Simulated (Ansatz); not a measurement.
Data sheet: Fe₃Ni (DFT)

Fe₃Ni:
```yaml
crystal:
  lattice:
    - [3.47708, 0.00000, 0.00000]
    - [0.00000, 3.47708, 0.00000]
    - [0.00000, 0.00000, 3.47708]
  atoms:
    - { symbol: Fe, position: [0.00000, 0.50000, 0.50000] }
    - { symbol: Fe, position: [0.50000, 0.00000, 0.50000] }
    - { symbol: Fe, position: [0.50000, 0.50000, 0.00000] }
    - { symbol: Ni, position: [0.00000, 0.00000, 0.00000] }
```
The run is spin-polarised; directions of the spins, atom by atom: ↑ ↑ ↑ ↑.

Space group Pm-3m (No. 221), Cu3Au type; conventional cell a = b = c = 3.477 Å, α = β = γ = 90.00°.

Method: PBEsol in the plane-wave PAW code Ansatz. Geometry: relaxed at this level of theory. Other levels are named where they apply.

### Cell and energy

```json
{
 "volume_per_atom": "10.51 Å³",
 "density": "8.94 g/cm³",
 "Formation energy from the elements (no fitted shifts)": "0.053 eV/atom"
}
```

### Electronic structure

```json
{
 "electronic_character": "metallic (no gap)",
 "Density of states at the Fermi level": "1.3 states/eV per atom (mean over ±0.08 eV)"
}
```

### Magnetism

```json
{
  "magnetic_order": "ferromagnetic",
  "net_moment": "1.45 μB per atom"
}
```

### Mechanics

```json
{
  "Bulk modulus (Birch–Murnaghan fit)": "1530 kbar",
  "Pressure derivative B′": "10.9"
}
```

The first step of the workflow began from a Materials Project structure, measured or hypothetical; the Crystallography Open Database copy checked does not list it. Whether it is the stable phase at ambient conditions was not checked. Symmetry was held in the PBEsol relaxation; whether a distortion lowers the energy is not shown. Spin order of the final state: ferromagnetic, chosen from 5 collinear starts compared on coarse meshes (ties went to the first, and starts can fall back to one state), not a proven ground state. The references are the lowest solids computed at this level, not always the standard phases.

Potentials: the later of the program's two PAW sets.
